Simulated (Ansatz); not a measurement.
Relaxing a structure of Cr

The start is a relaxed Cr cell displaced along its unstable phonon at q = (½, 0, 0) of its primitive reciprocal cell (225i cm⁻¹), largest move 0.15 Å. A full variable-cell relaxation at zero pressure is run with PBE (plane waves to 420 eV, PAW, scalar-relativistic; Ansatz, an electronic-structure program). First-step values are on the input's coarse k-mesh.

Ansatz input (later rounds restart from its end on a renewed k-mesh):
Ansatz 0.2 input:
```yaml
crystal:
  lattice:
    - [2.4064027854, -4.5545021186, 0]
    - [1.2032013927, 2.2772510593, 0]
    - [0, 0, 2.2477900204]
  atoms:
    - { symbol: Cr, position: [0, 0, 0.0667322119] }
    - { symbol: Cr, position: [0.5, 0, -0.0667322119] }
basis: { ecutwfc: 420, ecutrho_ratio: 4, xc_grid: 2, fft_grid_basis: typed }
kpoints: { mp_grid: { grid: [8, 15, 14] } }
hamiltonian:
  xc: pbe
  dispersion: none
  pseudopotentials: { azcp: { folder: ./paw }, kind: paw }
scf: { occupations: { method: fermi_dirac, width: 0.05 } }
relax: { f_tol: 0.01, max_steps: 100, cell: { stress_tol: 0.02 } }
output: { forces: true, stress: true }
```

**Question.** Which atoms feel the largest initial force, and how large is it?

**Answer.** 1.12 eV/Å, on Cr1, Cr2 (atoms numbered as listed).

**Question.** By how much does the energy per atom fall from start to end?

**Answer.** 0.38 eV/atom.

**Question.** Does it find its way back to the structure it was made from?

**Answer.** It does not go back: it reaches I4/mmm (No. 139), 0.48 eV/atom below the parent.

**Question.** What band gap does the relaxed structure have at this level?

**Answer.** Zero (metallic).

**Question.** Write out the relaxed structure.

**Answer.** 
Space group I4/mmm (No. 139); a = 2.3611 Å, b = 2.3611 Å, c = 4.2390 Å, α = 90.00°, β = 90.00°, γ = 90.00°

```csv
atom,site,symmetry,x,y,z
Cr,2a,4/mmm,0.0000,0.0000,0.0000
```
(The calculation used a cell of 1 atom; values per cell refer to that cell.)

Final values are on a 27×27×27 k-mesh of the relaxed cell. No spin polarisation in the result. A magnetic state may lie lower.

The run could not lose the symmetry of its start, so the end can be a saddle point.

The relaxed structure here is a generated cell of Cr: the first start was made by placing the elements on the sites of a structure type, and the end was not matched to a known phase here, so it may be hypothetical. Known forms of Cr include space group No. 229.
